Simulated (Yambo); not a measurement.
Yambo run on NaI (rock salt, space group Fm-3m, No. 225) under isotropic strain of -3 % on all lattice vectors. The wavefunctions come from this Quantum ESPRESSO step (PBEsol, PseudoDojo standard norm-conserving files, scalar-relativistic):

```
&CONTROL
  calculation = 'nscf'
  pseudo_dir = './pseudo'
  outdir = './out'
/
&SYSTEM
  ibrav = 0
  nat = 2
  ntyp = 2
  ecutwfc = 88.0
  ecutrho = 352.0
  occupations = 'fixed'
  force_symmorphic = .true.
  nbnd = 148
/
&ELECTRONS
  conv_thr = 2e-09
  diago_full_acc = .true.
  diago_thr_init = 1e-08
/
ATOMIC_SPECIES
Na 22.9898 Na.upf
I 126.9045 I.upf
CELL_PARAMETERS angstrom
  0.000000000000   3.104324435699   3.104324435699
  3.104324435699   0.000000000000   3.104324435699
  3.104324435699   3.104324435699   0.000000000000
ATOMIC_POSITIONS crystal
Na   0.000000000000   0.000000000000   0.000000000000
I   0.500000000000   0.500000000000   0.500000000000
K_POINTS automatic
4 4 4 0 0 0
```

Yambo input:

```
rim_cut
gw0
dyson
el_el_corr
HF_and_locXC
ppa
em1d
RandQpts= 1000000
RandGvec= 1 Ry
EXXRLvcs= 88 Ry
VXCRLvcs= 352 Ry
Chimod= "HARTREE"
% BndsRnXp
 2 | 146 |
%
NGsBlkXp= 10 Ry
% LongDrXp
 1.0 | 1.0 | 1.0 |
%
PPAPntXp= 27.2114 eV
% GbndRnge
 1 | 146 |
%
GTermKind= "BG"
DysSolver= "n"
ExtendOut
% QPkrange
 1 | 1 | 8 | 9 |
 3 | 3 | 8 | 9 |
 8 | 8 | 8 | 9 |
%
```

k points by index: 1 = Γ, 3 = L, 8 = W.

The o-*.qp file then holds:

```
#    K-point    Band    Eo [eV]    E [eV]    E-Eo [eV]    Vxc [eV]    Vnlxc [eV]    Sc|Eo [eV]    Sc|E [eV]    dSc/dw|Eo [eV]    Re(Z)    Im(Z)
#
    1    8    0.000000    -1.473575    -1.473575    -11.46504    -14.40214    1.118114    1.463521    -6.377885    0.810119    -0.001408
    1    9    3.859795    4.456092    0.596297    -8.048012    -4.027389    -3.312527    -3.424326    -5.100761    0.842139    -0.001235
    3    8    -0.372104    -1.885092    -1.512988    -11.14823    -14.21787    1.198539    1.556655    -6.440268    0.808617    -0.001443
    3    9    4.967396    5.531810    0.564414    -7.593928    -3.679651    -3.242077    -3.349862    -5.195367    0.839681    -0.001267
    8    8    -1.186627    -2.730911    -1.544285    -10.54494    -13.77802    1.319539    1.688793    -6.505967    0.807041    -0.001497
    8    9    6.082148    6.732640    0.650491    -8.974000    -4.738830    -3.453930    -3.584679    -5.468425    0.832665    -0.001292
```
(The two width columns are left out.) Convergence of these settings isn't established.

Spin-orbit coupling is not included.

Geometry strained from the cell relaxed with PBEsol, atoms relaxed again.
